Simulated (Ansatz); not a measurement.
Values for one crystal, relaxed and computed with the program Ansatz at the PBEsol level (PAW); other levels are named.

| Item | Value |
|---|---|
| Volume per atom | 19.21 Å³ |
| Band gap | 2.08 eV (direct) |
| Electronic dielectric constant ε∞ (DFPT) | 6.08 |
| Young's modulus | 90.8 GPa |
| Valence-band maximum | at Γ |
| Debye temperature from the elastic constants | 357 K |
| Largest static χ(2) component | 23 pm/V |

Q: Pick the material that matches.
A) Zn2SnO4, spinel
B) OsC, zinc blende
C) AlZnInO4, R3m (Pearson symbol hR7)
D) ZnS, zinc blende

A: D, ZnS, zinc blende

Space group F-43m (zinc blende). The cell was relaxed with PBEsol under the symmetry of its start.

Potentials: the earlier of the program's two PAW sets. The files were generated under PBE; for other functionals the program regenerates the frozen cores, and for LDA and PBEsol the local potential too.
